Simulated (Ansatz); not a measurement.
Tl, omega (AlB2-type): geometry optimisation

Method: DFT, r2SCAN, plane waves (500 eV) with PAW, scalar-relativistic (Ansatz 0.2.0). (PAW data from PBE, frozen cores regenerated.)

k-point mesh 7×7×10, Fermi-Dirac smearing 0.1 eV, no spin polarisation. Cell and atoms relax.

Starting structure:

```
CELL_PARAMETERS angstrom
5.41113 0.00000 0.00000
-2.70557 4.68618 0.00000
0.00000 0.00000 3.31703
ATOMIC_POSITIONS crystal
Tl 0.00000 0.00000 0.00000
Tl 0.33333 0.66667 0.50000
Tl 0.66667 0.33333 0.50000
```

What cell does the relaxation end in?

P6/mmm with a = 5.543 Å, c = 3.412 Å (c/a = 0.616); 30.26 Å³ per atom against 28.04 at the start (7.9 %).

How much energy does the relaxation gain?

18.9 meV per atom.

Path of the relaxation (the plane waves are chosen anew near the end, which can shift the energy a little):

```
step  E − E(final) (meV/atom)  V (Å³/atom)  P (GPa)  max force (eV/Å)
   0                    18.93       28.037     2.93             0.000
   1                     0.15       30.170     0.11             0.000
   2                     0.12       30.260     0.02             0.000
   3                     0.00       30.260     0.02             0.000
```
